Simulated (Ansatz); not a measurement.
Se (trigonal-Se type, space group P3_121)

```xyz
3
Lattice="4.5297 0.0000 0.0000 -2.2648 3.9228 0.0000 0.0000 0.0000 5.0429" Properties=species:S:1:pos:R:3 pbc="T T T"
Se     0.9893     0.0000     4.2024
Se    -0.4946     0.8567     0.8405
Se     1.7702     3.0661     2.5214
```

In this cell atom 2 (Se, nearest neighbour Se at 2.400 Å; its periodic images, 4.5 Å or more away, move with it) is moved by s along Cartesian x, unit vector (1.000, 0.000, 0.000); all other atoms and the cell stay fixed.

Calculation: PBE (plane waves to 420 eV, PAW, scalar-relativistic; Ansatz, an electronic-structure program). k mesh 7×7×5 (Γ-centred), Fermi-Dirac smearing 0.05 eV. As the smearing reaches across the gap at some points, energies and forces of such displacements shift with the k mesh and the smearing. F∥ is the force on the atom along that direction. Se was relaxed with its symmetry unable to fall. 

```csv
s (Å),F∥ (eV/Å)
-0.480,1.409
-0.384,1.255
-0.288,1.008
-0.192,0.708
-0.096,0.370
0.000,0.000
0.096,-0.394
0.192,-0.809
0.288,-1.236
0.384,-1.665
0.480,-2.085
```

### Question
What is the force constant k = d²E/ds² of this move at s = 0?

### Answer
3.99 eV/Å². The forces along the line at the two nearest points give (0.370 − (-0.394)) / (2·0.096) = 3.98 eV/Å²; the next pair corrects for the finite step.

(A displaced cell: forces are minus the slopes of the energy, force constants its curvatures, and phonons follow from these.)
